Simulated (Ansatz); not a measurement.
ZnSnN2 in space group R-3m (No. 166; Zn on 3a, Sn on 3b, N on 6c), DFT-PBE in the program Ansatz with PAW potentials. The conduction-band minimum lies at Γ, with 1 equivalent valley. Second derivatives d²E/dk² of the lowest band at one valley (eV·Å²), along Cartesian directions:

```tsv
direction	d²E/dk²
[100]	77.08
[010]	77.08
[001]	77.67
[110]	77.08
[101]	77.39
[011]	77.38
```

Problem. Find the principal effective masses, the density-of-states mass and the conductivity mass.

Solution. Off-diagonal terms follow from H_xy = H[110] − (H_xx + H_yy)/2, and m*/mₑ = 7.620 eV·Å² over each eigenvalue: 0.098, 0.099, 0.099. One valley's DOS mass (m₁m₂m₃)^(1/3) = 0.099, conductivity mass 3/(Σ 1/mᵢ) = 0.099 mₑ.

Problem. What effective density of states Nc follows at 300 K for parabolic valleys?

Solution. Nc = 2.509e19 × 1 × (0.099)^(3/2) ≈ 7.8e17 cm⁻³.

The start of the workflow was typed in or built on a structure type; neither database checked (COD, Materials Project) lists it. Its standing as an ambient phase is unchecked. The cell was relaxed with PBE under the symmetry of its start; whether a distortion lowers the energy is not shown. Its formation energy is positive at this level, so the cell may be metastable or incomplete. Scalar-relativistic: spin–orbit coupling is off unless named, which matters more the heavier the elements.

Potentials: the earlier of the program's two PAW sets.

Edges and masses are those of Kohn–Sham bands, whose gap is no quasiparticle gap.
